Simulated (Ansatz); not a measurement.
La2B4Rh5:
```cif
data_B16La8Rh20
_chemical_formula_sum 'Rh20 B16 La8'
_space_group_name_H-M_alt 'Fmmm'
_space_group_IT_number 69
_space_group_name_Hall '-F 2 2'
_cell_length_a 5.44235
_cell_length_b 9.90264
_cell_length_c 11.14433
_cell_angle_alpha 90.000
_cell_angle_beta 90.000
_cell_angle_gamma 90.000
loop_
_atom_site_label
_atom_site_type_symbol
_atom_site_symmetry_multiplicity
_atom_site_Wyckoff_symbol
_atom_site_fract_x
_atom_site_fract_y
_atom_site_fract_z
_atom_site_occupancy
Rh1 Rh 8 f 0.25000 0.25000 0.25000 1
B1 B 16 m 0.00000 0.33876 0.12977 1
La1 La 8 i 0.00000 0.00000 0.14224 1
Rh2 Rh 8 e 0.25000 0.25000 0.00000 1
Rh3 Rh 4 b 0.50000 0.50000 0.50000 1
```
(The calculation used a cell of 11 atoms; values per cell refer to that cell.)

Relaxed at zero pressure with LDA in the plane-wave PAW code Ansatz.

Q: The volume is lowered by 6 % and shape and atoms relax at that volume. What pressure results, and how do the axes share the change?

A: 14.4 GPa; a -1.8 %, b -2.5 %, c -1.8 %; the energy rises by 35 meV/atom.

Q: Give the new structure.

A: 
Space group Fmmm (No. 69); a = 5.343 Å, b = 9.652 Å, c = 10.949 Å, α = β = γ = 90.00°

| atom | site | symmetry | x | y | z |
|---|---|---|---|---|---|
| Rh | 8f | 222 | 0.2500 | 0.2500 | 0.2500 |
| B | 16m | m.. | 0.0000 | 0.3414 | 0.1311 |
| La | 8i | mm2 | 0.0000 | 0.0000 | 0.1407 |
| Rh | 8e | ..2/m | 0.2500 | 0.2500 | 0.0000 |
| Rh | 4b | mmm | 0.5000 | 0.5000 | 0.5000 |

The phase is kept; no other phase was compared at this pressure.

The workflow started from an entry of the Crystallography Open Database (COD). Whether it is the stable phase at ambient conditions was not checked. The cell was relaxed with LDA under the symmetry of its start; its stability against distortions is not shown here. No spin polarisation was allowed. Scalar-relativistic: spin–orbit coupling is off unless named, which matters more the heavier the elements.

Potentials: the later of the program's two PAW sets.
